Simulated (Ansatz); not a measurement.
A plane-wave DFT run in Ansatz 0.2.0 (scalar-relativistic PAW potentials unless the input names others): input and command.

```yaml
crystal:
  lattice:
    - [2.03, -2.03, 0.0]
    - [2.03, 0.0, -2.03]
    - [7.9467949192, 7.9467949192, 7.9467949192]
  atoms:
    - { symbol: W, position: [0.6666666667, 0.6666666667, 0.0851326025] }
    - { symbol: W, position: [0.0, 0.0, 0.9366289272] }
    - { symbol: W, position: [0.3333333333, 0.3333333333, 0.2554318675] }
    - { symbol: W, position: [0.6666666667, 0.6666666667, 0.5960303973] }
    - { symbol: W, position: [0.0, 0.0, 0.4257311324] }
    - { symbol: W, position: [0.3333333333, 0.3333333333, 0.7663296623] }
basis:
  ecutwfc: 420
kpoints:
  mp_grid: { grid: [19, 19, 4] }
hamiltonian:
  xc: lda
scf:
  occupations: { method: gaussian, width: 0.15 }
  mixing: { algorithm: anderson, beta: 0.3, ndim: 8 }
  convergence: { dr2_threshold: 1.0e-09 }
output:
  forces: true
  eigenvalues: true
  stress: true
```

```bash
ansatz run input.yaml --threads 2 --pin off --max-ram 5120MiB --backend cpu --events-out ev --progress --plain --runs-dir out
```

Abridged log:
```
Warning: output.stress: scf.convergence.dr2_threshold = 1e-9 eV is looser than the 6e-10 eV advised for a printed stress (1e-10 eV for each atom of the cell: 6). ...
Basis set: ecut = 420 eV, 1919 PW (Γ)
Bands: 51, of which v1, the nominal top of the filled ones, is band 42 counted from 1 (41 counted from 0)
Symmetry: 12 space group operations
k-points: 150 of 1444
SCF iter   1: F=—  HF=-60775.848641 eV  |F-HF|=—  |Δ(HF+E_count)|=         —  Δρ=9.77e-3  dr2=8.33e-1  ethr=1.77e-3  ⟨swp⟩=4.2  Hψ=27541  notcnv=0
SCF iter   2: F=—  HF=-60775.826231 eV  |F-HF|=—  |Δ(HF+E_count)|=   2.24e-2  Δρ=6.15e-3  dr2=1.39e-1  ethr=9.92e-4  ⟨swp⟩=1.0  Hψ=8850  notcnv=0  κ⁻¹=1.0e0(r=1)
SCF iter   3: F=—  HF=-60775.818407 eV  |F-HF|=—  |Δ(HF+E_count)|=   7.82e-3  Δρ=3.66e-3  dr2=1.11e-2  ethr=1.66e-4  ⟨swp⟩=1.0  Hψ=7353  notcnv=0  κ⁻¹=6.3e-4(r=2)
SCF iter   4: F=—  HF=-60775.815310 eV  |F-HF|=—  |Δ(HF+E_count)|=   3.10e-3  Δρ=5.31e-4  dr2=5.17e-4  ethr=1.32e-5  ⟨swp⟩=2.0  Hψ=10048  notcnv=0  κ⁻¹=4.7e-6(r=3)
SCF iter   5: F=—  HF=-60775.815284 eV  |F-HF|=—  |Δ(HF+E_count)|=   2.53e-5  Δρ=3.19e-4  dr2=1.06e-4  ethr=6.16e-7  ⟨swp⟩=1.1  Hψ=7364  notcnv=0  κ⁻¹=1.4e-6(r=4)
SCF iter   6: F=—  HF=-60775.815275 eV  |F-HF|=—  |Δ(HF+E_count)|=   9.15e-6  Δρ=1.16e-4  dr2=1.27e-4  ethr=1.26e-7  ⟨swp⟩=2.5  Hψ=12205  notcnv=0  κ⁻¹=3.0e-7(r=5)
SCF iter   7: F=—  HF=-60775.815271 eV  |F-HF|=—  |Δ(HF+E_count)|=   4.32e-6  Δρ=4.47e-5  dr2=1.08e-6  ethr=1.26e-7  ⟨swp⟩=1.0  Hψ=7353  notcnv=0  κ⁻¹=3.8e-8(r=6)
SCF iter   8: F=—  HF=-60775.815272 eV  |F-HF|=—  |Δ(HF+E_count)|=   1.69e-6  Δρ=1.25e-5  dr2=4.32e-7  ethr=1.29e-9  ⟨swp⟩=2.0  Hψ=13789  notcnv=0  κ⁻¹=1.4e-9(r=7)
SCF iter   9: F=—  HF=-60775.815272 eV  |F-HF|=—  |Δ(HF+E_count)|=   6.22e-8  Δρ=5.75e-6  dr2=1.56e-8  ethr=5.15e-10  ⟨swp⟩=1.2  Hψ=7606  notcnv=0  κ⁻¹=6.4e-9(r=7)
SCF iter  10: F=—  HF=-60775.815272 eV  |F-HF|=—  |Δ(HF+E_count)|=   1.03e-8  Δρ=2.15e-6  dr2=4.63e-9  ethr=1.86e-11  ⟨swp⟩=2.0  Hψ=13731  notcnv=0  κ⁻¹=8.6e-9(r=7)
SCF iter  11: F=-60775.815272 eV  HF=-60775.815272 eV  |F-HF|=1.46e-11  |Δ(HF+E_count)|=   2.07e-9  Δρ=6.48e-7  dr2=1.16e-10  ethr=1.19e-12  ⟨swp⟩=7.0  Hψ=30388  notcnv=0
SCF 1 converged in 11 iterations: F = -60775.815272 eV  dr2 = 1.16e-10
SCF converged after 11 iterations
Stability not checked: this state was not tested for a lower state beside it, because the mixer in use, unlike msr1, does not test its closes by its own steps (another_mixer; see scf.mixing.algorithm and scf.lower_state_search)
Free energy (F): -60775.815272 eV
Harris-Foulkes:  -60775.815272 eV  (|F-HF|=1.46e-11)
Internal energy: -60775.736715 eV  (E = F + TS)
E sigma→0 (E₀):  -60775.775994 eV
Entropy (-TS):   -0.078558 eV (-13.093 meV/atom)
Fermi energy:    21.015612 eV
--- Forces (eV/Å), atoms counted from 1 ---
  atom   1  W      1.04034068     1.04034068     1.04034068
  atom   2  W     -1.04034068    -1.04034068    -1.04034068
  atom   3  W     -0.17788781    -0.17788781    -0.17788781
  atom   4  W      0.01786230     0.01786230     0.01786230
  atom   5  W     -0.01786230    -0.01786230    -0.01786230
  atom   6  W      0.17788781     0.17788781     0.17788781
--- Stress (GPa, compression-positive) ---
      -10.796185      -1.690454      -1.690454
       -1.690454     -10.796185      -1.690454
       -1.690454      -1.690454     -10.796185
  P = ⅓ Tr σ = -10.7962 GPa (-107.962 kbar)
```

Apart from outputs and empty bands, the input differs from a reference run on usual settings in scf.mixing.algorithm: not typed → "anderson"; scf.mixing.beta: not typed → 0.3; scf.mixing.ndim: not typed → 8; scf.convergence.dr2_threshold: not typed → 1e-09. The reference, at the same geometry (not necessarily relaxed), gave pressure -10.80 GPa, largest force 1.802 eV/Å, no gap on the mesh. This run converged in 11 SCF iterations (reference: 6) with an energy at zero smearing within 0.01 meV/atom of the reference's, pressure -10.80 GPa, largest force 1.802 eV/Å, no gap on the mesh.

It took 46 s on 2 threads of Intel(R) Xeon(R) Processor @ 2.50GHz (Skylake/Cascade Lake) (shared host), peak memory 0.73 GiB.